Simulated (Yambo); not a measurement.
G0W0@LDA for BP (wurtzite, space group P6_3mc, No. 186) in Yambo. Reference settings: 6×6×4 Γ-centred k mesh, 84 bands and a 8 Ry block in the screening, 84 bands in G with the Bruneval-Gonze terminator, plasmon pole fitted at 27.2 eV. The LDA gap Γ → K on this mesh is 0.80 eV; G0W0 gaps are taken between the same points.

The settings were changed. The gap went from 1.62 eV to 1.35 eV, and the shift of the valence edge from -0.51 eV to 0.14 eV.

Q: Which change was made?
A) 6×6×2 mesh
B) 3×3×2 mesh
C) 19 bands in W, 19 bands in G, 2 Ry block
D) 29 bands in W, 29 bands in G, 2 Ry block

A: D, 29 bands in W, 29 bands in G, 2 Ry block. The others gave (gap, valence shift): 6×6×2 mesh: 1.63, -0.51 eV; 3×3×2 mesh: 1.61, -0.50 eV; 19 bands in W, 19 bands in G, 2 Ry block: 1.47, 0.35 eV.

Geometry relaxed with LDA; primitive cell a = b = 3.1560 Å, c = 5.2363 Å, α = β = 90.00°, γ = 120.00°.

This is not the ordinary phase of the substance; no match was found in the copy of COD used, and its stability was not checked.

A shift is the quasiparticle energy of the state minus its LDA energy.
